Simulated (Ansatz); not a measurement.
CsBr (CsCl type), conventional cell a = 4.389 Å, b = 4.389 Å, c = 4.389 Å, α = 90.00°, β = 90.00°, γ = 90.00°. The calculation uses the primitive cell of 2 atoms, to which meshes and values per cell refer.

E(V) scan at fixed shape, V₀ the volume above. Symmetry pins the atoms to their sites.

Level of theory: PBE (plane waves to 420 eV, PAW, scalar-relativistic; Ansatz, a quantum-chemistry and plane-wave program). k mesh 8×8×8 (Γ-centred), Fermi-Dirac smearing 0.05 eV. Energies are smeared free energies. Compression counts positive. CsBr was relaxed with its symmetry unable to fall. ΔE is measured from the relaxed starting cell.

```tsv
V (Å³/cell)	P (GPa)	ΔE (eV/atom)
79.47	0.89	(withheld)
80.32	0.72	0.0046
81.16	0.56	0.0029
82.01	0.41	0.0016
82.85	0.27	0.0007
83.70	0.13	0.0002
84.55	0.01	0.0000
85.39	-0.11	0.0001
86.24	-0.22	0.0006
87.08	-0.33	0.0013
87.93	-0.43	0.0023
88.77	-0.52	0.0036
89.62	-0.61	0.0051
```

**Question.** Complete the blanks.

**Answer.** 
- 79.47, ΔE (eV/atom): 0.0067

(Under strain, the slope of the energy per volume gives the stress and its curvature an elastic modulus.)
